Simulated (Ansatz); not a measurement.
## KSi3: reading a single point

```yaml
crystal:
  lattice:
    - [0.00000, 6.15870, 0.00000]
    - [6.15870, 0.00000, 0.00000]
    - [3.07935, 3.07935, -7.25888]
  atoms:
    - { symbol: Si, position: [0.39310, 0.69850, 0.21380] }
    - { symbol: Si, position: [0.30150, 0.60690, 0.78620] }
    - { symbol: Si, position: [0.39310, 0.08770, 0.21380] }
    - { symbol: Si, position: [0.91230, 0.60690, 0.78620] }
    - { symbol: Si, position: [0.22170, 0.42800, 0.55660] }
    - { symbol: Si, position: [0.57200, 0.77830, 0.44340] }
    - { symbol: Si, position: [0.22170, 0.01540, 0.55660] }
    - { symbol: Si, position: [0.98460, 0.77830, 0.44340] }
    - { symbol: K, position: [0.87250, 0.37250, 0.25500] }
    - { symbol: K, position: [0.62750, 0.12750, 0.74500] }
    - { symbol: K, position: [0.00000, 0.00000, 0.00000] }
    - { symbol: Si, position: [0.50000, 0.50000, 0.00000] }
```

Single point in Ansatz 0.2.0 with PBE, no spin polarisation. Cutoff 420 eV, PAW datasets, 6×6×6 Γ-centred k mesh, fermi-dirac filling (width 0.1 eV).

Problem. Where is the largest force?

Solution. The largest is on Si1 (and as large on other atoms): 0.98 eV/Å, components (-0.53, 0.00, -0.83). It makes 122° with the line to a nearest neighbour, Si3 at 2.40 Å.

Problem. What is the formation energy?

Solution. 0.35 eV an atom against the elements' usual phases (free molecules for gases, crystals otherwise, with no correction for O₂ or N₂), so at this geometry it isn't bound against them. Relaxing would lower it.

Problem. Is the cell too large or too small?

Solution. The pressure is 0.0 GPa (compression positive), so with the atoms held at these fractions the cell is close to zero pressure; the forces are large, so a full relaxation may end otherwise. The principal stresses -1.4, 0.7, 0.7 GPa differ, so its shape would change too.

Problem. Is there a gap?

Solution. It is a metal, with about 7.9 states/eV a cell as the mean within 0.25 eV of the Fermi level, mostly Si p (67 %) and Si s (19 %).

Origin: a known structure type with other elements, at an estimated volume, so it need not be a known compound.
